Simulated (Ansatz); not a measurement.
The cell is COD entry 9008525, as deposited and not checked against the literature; nothing was relaxed.

La: DFT, PBE, all-electron LAPW, scalar-relativistic (Ansatz 0.2.0).

Command: `ansatz run input.yaml --threads 1 --pin off --max-ram 3072MiB --backend cpu --events-out ev --progress --plain --runs-dir out` The run took about 55 s on 1 thread of a shared machine.

```yaml
crystal:
  lattice:
    - [3.7700018307, 0.0, 0.0]
    - [-1.8850009153, 3.2649173577, 0.0]
    - [0.0, 0.0, 12.159]
  atoms:
    - { symbol: La, position: [0.0, 0.0, 0.0] }
    - { symbol: La, position: [0.0, 0.0, 0.5] }
    - { symbol: La, position: [0.3333333333, 0.6666666667, 0.75] }
    - { symbol: La, position: [0.6666666667, 0.3333333333, 0.25] }
kpoints:
  mp_grid: { grid: [10, 10, 3] }
  band_path:
    path:
      - [0.0, 0.0, 0.0]
      - [0.5, 0.0, 0.0]
      - [0.3333333333, 0.3333333333, 0.0]
      - [0.0, 0.0, 0.0]
      - [0.0, 0.0, 0.5]
      - [0.5, 0.0, 0.5]
      - [0.3333333333, 0.3333333333, 0.5]
      - [0.0, 0.0, 0.5]
      - [0.5, 0.0, 0.5]
    npoints: 8
scf:
  occupations: { method: fermi_dirac, width: 0.08 }
hamiltonian:
  xc: pbe
  pseudopotentials: { kind: all_electron, lapw: { basis_error: 0.001 } }
output:
  forces: true
  stress: true
  eigenvalues: true
  populations: true
  dos: { projected: true, de: 0.2, e_range: [-14, 8] }
```

Output:

```
La: projections on atomic orbitals take those of the free atom 1s2 2s2 2p6 3s2 3p6 3d10 4s2 4p6 4d10 4f0 5s2 5p6 5d1 6s2, of charge +0.00 (hamiltonian.pseudopotentials.projection_atoms)
LAPW: plane waves up to 5.619 Å⁻¹, error target 1.0e-3 eV per atom; small_component_spin mean_spin; La in spheres of 1.869 Å, 27 of its electrons in bands, Dirac shells []
Engine: ansatz 0.2.0
Pseudopotentials: kind: all_electron
Pseudopotential: La, LAPW, valence charge 27, Koelling and Harmon's equation, gaussian nucleus
Functional definition: PBE
  parameter kappa = 0.804
  parameter beta = 0.06672455060314922
  exchange = pbe_x(kappa = kappa, mu = beta*pi^2/3)
  correlation = pbe_c(beta = beta)
Crystal: 4 atoms, lattice volume = 149.662 Å³
Basis set: ecut = 120.28581935446991 eV, 447 PW (Γ), exchange–correlation at level 2
Bands: 65, of which v1, the nominal top of the filled ones, is band 54 counted from 1 (53 counted from 0)
Symmetry: 24 space group operations
Space group: P63/mmc (ITA 194), of the structure as read, at distance tolerance 5.3e-5 Å
k-points: 28 of 300
Non-local potential: La, projectors of the file, none
Initial density: superposition of atomic densities (chi_scale 0.1, normalization cell)
Initial wavefunctions: plane waves of lowest kinetic energy (no species holds an atomic orbital)
Functional: x = pbe(κ = 0.804, μ = 0.2195149727645171), c = pbe(β = 0.06672455060314922)
iter 1 solved again at ethr=2.88e-5 eV; its pass at ethr=1.00e-1 eV (dr2=3.11e-2 eV) is discarded
SCF iter   1: F=—  HF=-924432.889562 eV  |F-HF|=—  |Δ(HF+E_count)|=         —  Δρ=4.08e-3  dr2=3.10e-2  ethr=2.88e-5  ⟨swp⟩=11.5  Hψ=13071  notcnv=0
preconditioner: auto → Kerker (q_TF=auto, 2.584 Å⁻¹)  [metal: Δε(μ)=0.003 eV  Ē_g=12.458 eV  σ=0.080 eV  W_gap=0.01  n_scr=52 (ndim 8)  ℏωp=18.2 eV  f_vac=0.000  D(μ)=6.60/eV (n_scr^D=64)]
SCF iter   2: F=—  HF=-924432.884123 eV  |F-HF|=—  |Δ(HF+E_count)|=   5.44e-3  Δρ=2.80e-3  dr2=1.53e-2  ethr=2.87e-5  ⟨swp⟩=3.0  Hψ=6200  notcnv=0
SCF iter   3: F=—  HF=-924432.887469 eV  |F-HF|=—  |Δ(HF+E_count)|=   3.35e-3  Δρ=1.42e-3  dr2=4.07e-3  ethr=1.42e-5  ⟨swp⟩=2.1  Hψ=5956  notcnv=0
SCF iter   4: F=—  HF=-924432.887832 eV  |F-HF|=—  |Δ(HF+E_count)|=   3.63e-4  Δρ=5.30e-4  dr2=6.49e-4  ethr=3.77e-6  ⟨swp⟩=3.0  Hψ=6042  notcnv=0
iter 5 solved again at ethr=5.25e-8 eV; its pass at ethr=6.01e-7 eV (dr2=5.67e-5 eV) is discarded
SCF iter   5: F=—  HF=-924432.887920 eV  |F-HF|=—  |Δ(HF+E_count)|=   8.82e-5  Δρ=1.35e-4  dr2=5.69e-5  ethr=5.25e-8  ⟨swp⟩=2.0  Hψ=9831  notcnv=0
SCF iter   6: F=—  HF=-924432.887926 eV  |F-HF|=—  |Δ(HF+E_count)|=   5.74e-6  Δρ=6.28e-5  dr2=1.26e-5  ethr=5.25e-8  ⟨swp⟩=2.8  Hψ=5988  notcnv=0
SCF iter   7: F=—  HF=-924432.887927 eV  |F-HF|=—  |Δ(HF+E_count)|=   9.55e-7  Δρ=4.34e-5  dr2=1.11e-5  ethr=1.17e-8  ⟨swp⟩=3.1  Hψ=6120  notcnv=0
SCF iter   8: F=—  HF=-924432.887925 eV  |F-HF|=—  |Δ(HF+E_count)|=   1.57e-6  Δρ=1.85e-5  dr2=1.25e-6  ethr=1.03e-8  ⟨swp⟩=2.8  Hψ=5992  notcnv=0
SCF iter   9: F=—  HF=-924432.887925 eV  |F-HF|=—  |Δ(HF+E_count)|=   1.00e-7  Δρ=6.40e-6  dr2=1.25e-7  ethr=1.16e-9  ⟨swp⟩=2.3  Hψ=5963  notcnv=0
SCF iter  10: F=-924432.887925 eV  HF=-924432.887925 eV  |F-HF|=7.10e-9  |Δ(HF+E_count)|=   5.94e-9  Δρ=1.46e-6  dr2=1.00e-8  ethr=1.16e-10  ⟨swp⟩=2.9  Hψ=5990  notcnv=0
SCF 1 converged in 10 iterations: F = -924432.887925 eV  dr2 = 1.00e-8
the search or the solves at the SCF's close seem to have found levels that the self-consistency loop had missed (the run counts 1). By its estimate they hold 5.47e-11 electrons. The energies and the density leave them out; if the run goes on with those levels, later outputs use occupations computed again with them
NSCF: frozen V_eff on 65 k-points
SCF converged after 10 iterations
Free energy (F): -924432.887925 eV
Harris-Foulkes:  -924432.887925 eV  (|F-HF|=7.10e-9)
Internal energy: -924432.745192 eV  (E = F + TS)
E sigma→0 (E₀):  -924432.816558 eV
Entropy (-TS):   -0.142733 eV (-35.683 meV/atom)
Fermi energy:    13.933575 eV
--- Per-component energies (eV) ---
  E_band       = -7687.381369
  E_kinetic    = 987313.068406
  E_xc         = -22200.800615
  E_electrostatic = -1889545.012983  (all electrons and nuclei)
  E_smearing   = -0.142733  (= −TS)
  E_closure    = 0.000000  (closes the sum)
  E_atoms      = -924413.425682  (free atoms, spherical and without spin; not in F)
  Σ components = -924432.887925   (vs F -924432.887925, Δ=0.00e0)
  Basis errors (estimates in eV, not in F): energy 1.4e-4 per atom: plane waves 1.2e-4 (9.0e-5 summed), levels above the bands 9.1e-11, relativity 5.9e-9, radial functions 2.4e-5, core shells 1.1e-7; eigenvalues (radial functions only) 7.6e-7; not estimated: angular momenta, meshes, grids; target (lapw.basis_error) 1.0e-3; muffin-tin radii La 1.869 Å
--- Forces (eV/Å), atoms counted from 1 ---
  atom   1  La     0.00000000    -0.00000000     0.00000000
  atom   2  La    -0.00000000    -0.00000000     0.00000000
  atom   3  La    -0.00000000     0.00000000     0.00000000
  atom   4  La     0.00000000    -0.00000000    -0.00000000
  max |Σ_I F_I| component: 1.85e-17 eV/Å
--- Stress (GPa, compression-positive) ---
        0.025268      -0.000000      -0.000000
        0.000000       0.025268       0.000000
       -0.000000       0.000000      -0.207100
  P = ⅓ Tr σ = -0.0522 GPa (-0.522 kbar)
--- Band table (eV; the first three rows and the last of 28) ---
  k-point 0: bands = ["-179.2938", "-179.2938", "-179.2857", "-179.2857", "-179.2857", "-179.2857", "-179.2771", "-179.2771", "-179.2735", "-179.2735", "-179.2735", "-179.2735", "-83.2718", "-83.2718", "-83.2718", "-83.2718", "-83.2686", "-83.2686", "-83.2631", "-83.2631", "-83.2631", "-83.2631", "-83.2590", "-83.2590", "-83.2590", "-83.2590", "-83.2553", "-83.2553", "-83.2524", "-83.2524", "-83.2524", "-83.2524", "-18.9421", "-18.8444", "-18.8432", "-18.7424", "-3.2966", "-2.6469", "-2.6448", "-2.1141", "-2.1141", "-2.0262", "-2.0262", "-2.0190", "-2.0190", "-1.9286", "-1.9286", "-1.9061", "10.7122", "12.0321", "12.0377", "12.1841", "14.4166", "14.5435", "15.1650", "15.1763", "15.1849", "15.1849", "15.2601", "15.2601", "15.2634", "15.3920", "15.3920", "15.4733", "15.4733"]
  k-point 1: bands = ["-179.2938", "-179.2938", "-179.2857", "-179.2857", "-179.2857", "-179.2857", "-179.2771", "-179.2771", "-179.2735", "-179.2735", "-179.2735", "-179.2735", "-83.2718", "-83.2718", "-83.2718", "-83.2718", "-83.2686", "-83.2686", "-83.2631", "-83.2631", "-83.2631", "-83.2631", "-83.2590", "-83.2590", "-83.2590", "-83.2590", "-83.2553", "-83.2553", "-83.2524", "-83.2524", "-83.2524", "-83.2524", "-18.9291", "-18.8933", "-18.7935", "-18.7562", "-3.2134", "-2.9802", "-2.2896", "-2.1020", "-2.1020", "-2.0688", "-2.0688", "-2.0119", "-1.9758", "-1.9758", "-1.9413", "-1.9413", "10.9224", "11.4632", "12.2207", "12.2556", "14.5493", "14.8747", "14.8883", "15.2143", "15.2143", "15.2584", "15.2584", "15.2765", "15.3437", "15.3964", "15.3964", "15.4086", "15.4436"]
  k-point 2: bands = ["-179.2938", "-179.2938", "-179.2857", "-179.2857", "-179.2857", "-179.2857", "-179.2771", "-179.2771", "-179.2735", "-179.2735", "-179.2735", "-179.2735", "-83.2718", "-83.2718", "-83.2718", "-83.2718", "-83.2686", "-83.2686", "-83.2631", "-83.2631", "-83.2631", "-83.2631", "-83.2590", "-83.2590", "-83.2590", "-83.2590", "-83.2553", "-83.2553", "-83.2524", "-83.2524", "-83.2524", "-83.2524", "-18.9266", "-18.8330", "-18.8318", "-18.7353", "-3.2557", "-2.6613", "-2.6594", "-2.2166", "-2.1469", "-2.0985", "-2.0963", "-2.0495", "-2.0422", "-2.0326", "-1.9419", "-1.9231", "10.9729", "12.2700", "12.2724", "12.4280", "14.1299", "14.3585", "14.6210", "14.6589", "14.8151", "15.2442", "15.2872", "15.3399", "15.4033", "15.4574", "15.5099", "15.5477", "15.5519"]
  k-point 27: bands = ["-179.2938", "-179.2938", "-179.2857", "-179.2857", "-179.2857", "-179.2857", "-179.2771", "-179.2771", "-179.2735", "-179.2735", "-179.2735", "-179.2735", "-83.2718", "-83.2718", "-83.2718", "-83.2718", "-83.2686", "-83.2686", "-83.2631", "-83.2631", "-83.2631", "-83.2631", "-83.2590", "-83.2590", "-83.2590", "-83.2590", "-83.2552", "-83.2552", "-83.2524", "-83.2524", "-83.2524", "-83.2524", "-18.7200", "-18.7153", "-18.7025", "-18.6979", "-3.0147", "-2.9846", "-2.9780", "-2.8744", "-2.7537", "-2.7290", "-2.6163", "-2.5668", "-2.3741", "-2.2706", "-2.2260", "-2.1842", "12.8769", "12.8957", "13.3330", "13.6165", "13.7239", "13.9062", "13.9353", "13.9824", "14.6692", "14.7643", "14.8319", "14.9336", "15.3725", "15.4355", "15.5208", "15.5543", "15.5711"]
--- Löwdin populations: 4 sites ---
  site symbol       q [e]
     0     La     56.9885
     1     La     56.9885
     2     La     56.9823
     3     La     56.9823
  spilling = 0.000257 (of n_electrons = 228.000000)
```

populations.tsv:

```
# site	symbol	l	j	q
# orbitals = lowdin
# n_electrons = 228.000000
# spilling = 0.000257
# projection_atom_La: 1s2 2s2 2p6 3s2 3p6 3d10 4s2 4p6 4d10 4f0 5s2 5p6 5d1 6s2
0	La	0_1S	-	1.999999
0	La	0_2S	-	1.999973
0	La	0_3S	-	1.999620
0	La	0_4S	-	1.995771
0	La	0_5S	-	1.937430
0	La	0_6S	-	0.632754
0	La	1_2P	-	6.000000
0	La	1_3P	-	5.999991
0	La	1_4P	-	5.999385
0	La	1_5P	-	5.894915
0	La	2_3D	-	10.000000
0	La	2_4D	-	9.999832
0	La	2_5D	-	2.404603
0	La	3_4F	-	0.124194
1	La	0_1S	-	1.999999
1	La	0_2S	-	1.999973
1	La	0_3S	-	1.999620
1	La	0_4S	-	1.995771
1	La	0_5S	-	1.937430
1	La	0_6S	-	0.632754
1	La	1_2P	-	6.000000
1	La	1_3P	-	5.999991
1	La	1_4P	-	5.999385
1	La	1_5P	-	5.894915
1	La	2_3D	-	10.000000
1	La	2_4D	-	9.999832
1	La	2_5D	-	2.404603
1	La	3_4F	-	0.124194
2	La	0_1S	-	1.999999
2	La	0_2S	-	1.999973
2	La	0_3S	-	1.999623
2	La	0_4S	-	1.995800
2	La	0_5S	-	1.937857
2	La	0_6S	-	0.634822
2	La	1_2P	-	6.000000
2	La	1_3P	-	5.999992
2	La	1_4P	-	5.999409
2	La	1_5P	-	5.899527
2	La	2_3D	-	10.000000
2	La	2_4D	-	9.999831
2	La	2_5D	-	2.401448
2	La	3_4F	-	0.113988
3	La	0_1S	-	1.999999
3	La	0_2S	-	1.999973
3	La	0_3S	-	1.999623
3	La	0_4S	-	1.995800
3	La	0_5S	-	1.937857
3	La	0_6S	-	0.634822
3	La	1_2P	-	6.000000
3	La	1_3P	-	5.999992
3	La	1_4P	-	5.999409
3	La	1_5P	-	5.899527
3	La	2_3D	-	10.000000
3	La	2_4D	-	9.999831
3	La	2_5D	-	2.401448
3	La	3_4F	-	0.113988
```
